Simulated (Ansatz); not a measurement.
SiO2:
```cif
data_O4Si2
_chemical_formula_sum 'Si2 O4'
_space_group_name_H-M_alt 'P42/mnm'
_space_group_IT_number 136
_space_group_name_Hall '-P 4n 2n'
_cell_length_a 4.18476
_cell_length_b 4.18476
_cell_length_c 2.66844
_cell_angle_alpha 90.000
_cell_angle_beta 90.000
_cell_angle_gamma 90.000
loop_
_atom_site_label
_atom_site_type_symbol
_atom_site_symmetry_multiplicity
_atom_site_Wyckoff_symbol
_atom_site_fract_x
_atom_site_fract_y
_atom_site_fract_z
_atom_site_occupancy
Si1 Si 2 a 0.00000 0.00000 0.00000 1
O1 O 4 f 0.30610 0.30610 0.00000 1
```

Relaxed with r²SCAN. Plane-wave PAW r²SCAN (Ansatz code) gives a gap of 6.53 eV.

Problem. What gap does HSE06 give on the same cell (Ansatz, PAW)?

Solution. 7.67 eV, 1.14 eV more. The hybrid was solved on a coarser mesh and at special points; its gap is the smallest among all of these.

| k | v1 r²SCAN | c1 r²SCAN | v1 HSE06 | c1 HSE06 |
|---|---|---|---|---|
| Γ | 0.00 | 6.53 | 0.00 | 7.67 |
| Z | -2.71 | 10.18 | -2.83 | 11.38 |
| M | -2.32 | 8.43 | … | … |
| A | -1.60 | 8.20 | … | … |
| R | -1.80 | 9.85 | … | … |
| X | -1.08 | 8.72 | … | … |

Problem. Top valence (v1) and lowest conduction level (c1) in eV from each method's valence maximum (which need not be a listed point): supply the withheld HSE06 values.

Solution. 
- M, v1 HSE06: -2.42
- M, c1 HSE06: 9.59
- R, v1 HSE06: -1.85
- R, c1 HSE06: 11.00
- X, v1 HSE06: -1.08
- X, c1 HSE06: 9.90
- A, v1 HSE06: -1.66
- A, c1 HSE06: 9.32

Cost on shared cores: the r²SCAN run (SCF on a 7×7×10 mesh, then bands and DOS) around 30 core-seconds (rough), the HSE06 run (SCF on 4×4×6, then a few points) very roughly 60 core-seconds; the tasks are unlike.

Space group P4_2/mnm (rutile). This is a known high-pressure phase of the composition, computed here at zero pressure and temperature. Symmetry was held in the r²SCAN relaxation; phonons on a q-mesh show no instability.

Potentials: the earlier of the program's two PAW sets.
